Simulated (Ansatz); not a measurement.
Zr3Al2Sn2: reading a single point

```
Sn Al Zr
1.0
     0.00000    0.00000    4.44446
     4.01386    0.00000    0.00000
     2.00693    8.89746   -2.22223
Sn Al Zr
2 2 3
Direct
  0.35840 0.64160 0.71680
  0.64160 0.35840 0.28320
  0.43510 0.06490 0.87020
  0.56490 0.93510 0.12980
  0.00000 0.50000 0.00000
  0.18320 0.81680 0.36640
  0.81680 0.18320 0.63360
```

Level: r2SCAN, no spin polarisation; 500 eV; 7×7×7 Γ-centred mesh; fermi-dirac occupations (width 0.1 eV); Ansatz 0.2.0, fixed geometry.

Q: How is the charge shared?

A: Bader charges in e: Zr +1.20 to +1.29, Al +0.90, Sn -2.29. In the mean Zr gives up most and Sn takes most. There is one density maximum away from the nuclei.

Q: Which atom feels the largest force, and which way?

A: The largest is on Sn1 (and as large on other atoms): 2.94 eV/Å, components (0.00, -2.94, 0.00). It makes 124° with the line to a nearest neighbour, Al3 at 2.43 Å.

Q: What does the stress say?

A: The pressure is -2.1 GPa (compression positive), so with the atoms held at these fractions the cell would first shrink; the forces are large, so a full relaxation may end otherwise. The principal stresses -15.3, 2.4, 6.6 GPa differ, so its shape would change too.

Q: Is it stable against the elements?

A: -0.18 eV an atom against the elements' usual phases (free molecules for gases, crystals otherwise, with no correction for O₂ or N₂), so it is bound against them; other compounds may still compete. Relaxing would lower it.

Q: Metal or insulator?

A: It is a metal, with about 2 states/eV a cell as the mean within 0.25 eV of the Fermi level, mostly Zr d (81 %).

Origin: a known structure type with other elements, at an estimated volume, so it need not be a known compound. Caveats: atoms or cell far from equilibrium.
